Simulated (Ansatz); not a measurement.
## NbTe and the effect of the functional

It takes space group P-6m2 (No. 187, hexagonal). The conventional cell has a = 3.703 Å, b = 3.703 Å, c = 3.694 Å, α = 90.00°, β = 90.00°, γ = 120.00°. Te (site symmetry -6m2) has 6 Nb at 2.83 Å as nearest neighbours. Nb (site symmetry -6m2) has 6 Te at 2.83 Å as nearest neighbours.

The cell comes from a database or a generator and needn't be the stable form of this composition.

Kept alike: task band structure; k mesh 8 × 8 × 7; occupations fermi-dirac, width 0.05 eV; no spin polarisation. Program: Ansatz, all-electron LAPW, scalar-relativistic. The mesh is that of the run's cell of 2 atoms. No spin-orbit coupling.

| run | pressure (GPa) |
| --- | --- |
| A | -0.62 |
| B | -5.25 |
| C | -7.49 |

Pressure is positive in compression. For a metal such a mesh leaves the last digits unconverged.

**Question.** The runs differ in the functional alone: LDA; PBE; PBEsol. Which run is which?

**Answer.** Run A is PBE; run B is PBEsol; run C is LDA. The pressure runs from -7.49 (LDA) to -0.62 GPa (PBE). From PBE: LDA -6.87; PBEsol -4.63. A positive pressure means that the functional's own cell is larger than the one given, a negative one that it is smaller.
